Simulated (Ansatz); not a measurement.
Given:

MoPd:
```yaml
crystal:
  lattice:
    - [2.71533, 0.00000, 0.00000]
    - [0.00000, 2.71533, 0.00000]
    - [0.00000, 0.00000, 4.13900]
  atoms:
    - { symbol: Pd, position: [0.00000, 0.00000, 0.00000] }
    - { symbol: Mo, position: [0.50000, 0.50000, 0.50000] }
```

This is the PBE-relaxed structure.

Q: All from PBE (plane waves, PAW; program Ansatz), unless another level is named. Predict the density of states at the Fermi level.

A: 0.88 states/eV per atom (mean over ±0.08 eV).

Q: Give the formation energy from the elements (no fitted shifts).

A: 0.021 eV/atom.

Space group P4/mmm (L1₀ or tetragonal B2). The start of the workflow was typed in or built on a structure type; neither database checked (COD, Materials Project) lists it. Whether it is the stable phase at ambient conditions was not checked. The cell was relaxed with PBE under the symmetry of its start; whether a distortion lowers the energy is not shown. The run is not spin-polarised. The references are the lowest solids computed at this level, not always the standard phases. Spin–orbit coupling is left out wherever it is not named.

Potentials: the earlier of the program's two PAW sets.
